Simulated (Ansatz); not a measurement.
**How far is PAW off for ScCu?**

```
Sc Cu
1.0
     3.19088    0.00000    0.00000
     0.00000    3.19088    0.00000
     0.00000    0.00000    3.25600
Sc Cu
1 1
Direct
  0.50000 0.50000 0.50000
  0.00000 0.00000 0.00000
```

Atoms are numbered in the order listed.

The conventional cell has a = 3.191 Å, b = 3.191 Å, c = 3.256 Å, α = 90.00°, β = 90.00°, γ = 90.00°. Sc (atom 1) is surrounded by 8 Cu at 2.78 Å and 4 Sc at 3.19 Å. Cu (atom 2) is surrounded by 8 Sc at 2.78 Å and 4 Cu at 3.19 Å.

The cell comes from COD entry 1523972, which wasn't checked; take it as a given geometry. The listed cell was then made from it by scaling, straining or moving an atom.

Levels of theory: DFT, LDA, PAW with Ansatz's default frozen-core files, scalar-relativistic (Ansatz 0.2.0); DFT, LDA, all-electron LAPW, scalar-relativistic (Ansatz 0.2.0).

For PAW: a Γ-centred 11×11×11 k mesh, Fermi–Dirac smearing of 0.05 eV, cutoff 420 eV, no spin polarisation; the PAW files were made with PBE, and the program remakes their frozen cores for this functional. LAPW targets a basis error of 0.5 meV/atom. The Ansatz runs share mesh, smearing and spin set-up. Plane-wave (PAW) pressures include the program's estimate of the Pulay term.

Stress and pressure are positive in compression.

The change that made this cell: equal xx and yy strain of -2 %.

PAW results:

```tsv
quantity	PAW
pressure (GPa)	-4.31
stress xx (GPa)	-4.04
stress zz (GPa)	-4.86
```

Question: What does LAPW (all electrons) give for the same quantities?

Answer: 
| quantity | LAPW |
| --- | --- |
| pressure (GPa) | -4.31 |
| stress xx (GPa) | -4.03 |
| stress zz (GPa) | -4.85 |
